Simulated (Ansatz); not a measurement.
**Computed properties of AgI**

AgI:
```yaml
crystal:
  lattice:
    - [-2.08622, 2.08622, 2.94881]
    - [2.08622, -2.08622, 2.94881]
    - [2.08622, 2.08622, -2.94881]
  atoms:
    - { symbol: Ag, position: [0.00000, 0.00000, 0.00000] }
    - { symbol: I, position: [0.50000, 0.50000, 0.00000] }
```

Space group Fm-3m (No. 225), rock salt; conventional cell a = 5.900 Å, b = 5.900 Å, c = 5.900 Å, α = 90.00°, β = 90.00°, γ = 90.00°.

Method: LDA (plane waves, PAW; program Ansatz). The cell and atoms are relaxed at this level. Other levels are named where they apply.

**Cell and energy**

```yaml
volume_per_atom: 25.67 Å³
density: 7.59 g/cm³
Formation energy from the elements (no fitted shifts): -0.11 eV/atom
```

**Electronic structure**

```yaml
band_gap: 0.15 eV (indirect)
valence_band_maximum: at N
conduction_band_minimum: at M
smallest_direct_gap_on_the_standard_path: 2.54 eV
electron_effective_mass: 0.20, 0.20, 0.45 mₑ (principal values)
```

**Mechanics**

```yaml
Bulk modulus (Birch–Murnaghan fit): 55.8 GPa
Pressure derivative B′: 5.3
mechanical_stability: stable (all eigenvalues of C positive)
hill_bulk_and_shear_moduli: 55.8 and 16.5 GPa
Young's modulus: 45.2 GPa
Poisson's ratio: 0.37
debye_temperature_from_the_elastic_constants: 168 K
```

**Dielectric response**

```yaml
Electronic dielectric constant ε∞ (DFPT): 8.75
Static dielectric constant ε0 (ions relaxed, cell fixed): 16.9
Born charges (a third of the trace): Ag +1.66, I -1.66 e
```

**Phonons**

```yaml
Highest zone-centre frequency (without LO–TO term): 2.24 THz
zone_centre_stability: no imaginary mode at Γ
dynamical_stability_on_the_path: unstable, down to 44i cm⁻¹
```

This is a known high-pressure phase of the composition, computed here at zero pressure and temperature. The cell was relaxed with LDA under the symmetry of its start. No spin polarisation was allowed. The volume moved by -16 % from the start of the relaxation. Point labels and valley counts follow the cell and symmetry of the run, lower than the named group. The references are the lowest solids computed at this level, not always the standard phases. Spin–orbit coupling is left out wherever it is not named.

Potentials: the later of the program's two PAW sets.
